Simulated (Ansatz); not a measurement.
**ZnO: the gap against volume**

ZnO, P6_3mc, a = 3.235 Å, c = 5.211 Å. Ansatz: r2SCAN, PAW, 500 eV, Γ-centred 12×12×6 mesh on 4 atoms, Gaussian smearing 0.02 eV; no spin polarisation. Shape and atoms are relaxed at each volume; x = ln(V/V0) with V0 = 11.809 Å³/atom. The gap is read at the mesh points alone.

```
      x gap y (eV)
-0.1278       1.421
-0.0943       1.374
-0.0619           ?
-0.0305       1.283
 0.0000       1.238
 0.0296       1.193
 0.0583       1.149
 0.0953       1.089
```

Question: Fit a straight line to the other rows, give the volume deformation potential of the gap and its pressure coefficient, and predict the missing gap. B0 = 150.0 GPa.

Answer: Means x = -0.009914, y = 1.2496; Σ(Δx)² = 0.03882, ΣΔxΔy = -0.05750; the slope is their ratio. y = 1.235 − 1.481 x. The slope is the deformation potential a = dE_g/d ln V = -1.48 eV, and dE_g/dP = −a/B0 = 9.87 meV/GPa. At x = -0.0619 the fit asked for gives 1.327 eV. The run gave 1.328 eV, so the fit is 0.001 eV too low, within the rms miss on the fitted rows (0.003 eV).

Semilocal functionals give gaps under the measured ones; where shallow d states of Zn, Cd, Cu or Ag mix into an O valence top, changes of the gap are off too.